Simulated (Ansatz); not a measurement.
FeGe:
```xyz
8
Lattice="4.7203 0.0000 0.0000 0.0000 4.7203 0.0000 0.0000 0.0000 4.7203" Properties=species:S:1:pos:R:3 pbc="T T T"
Ge     3.9873     3.9873     3.9873
Ge     3.0932     0.7330     1.6272
Ge     1.6272     3.0932     0.7330
Ge     0.7330     1.6272     3.0932
Fe     0.6347     0.6347     0.6347
Fe     1.7254     4.0856     2.9949
Fe     2.9949     1.7254     4.0856
Fe     4.0856     2.9949     1.7254
```
The run is spin-polarised; directions of the spins, atom by atom: 0 0 0 0 ↑ ↑ ↑ ↑.

Relaxed with r²SCAN.

Give the Bader charges and basin volumes of the independent atoms, r²SCAN (plane waves, PAW; program Ansatz).



```json
[
 {"atom": "Ge1", "Bader charge (e)": "-0.22", "Bader volume (Å³)": "14.9"},
 {"atom": "Fe5", "Bader charge (e)": "+0.22", "Bader volume (Å³)": "11.4"}
]
```

Space group P2_13. The r²SCAN relaxation kept the symmetry of its start. Spin order of the final state: ferromagnetic, chosen from 5 collinear starts compared on coarse meshes (ties went to the first, and starts can fall back to one state), not a proven ground state. Other orbital occupations within this spin state were not tried.

Potentials: the later of the program's two PAW sets.
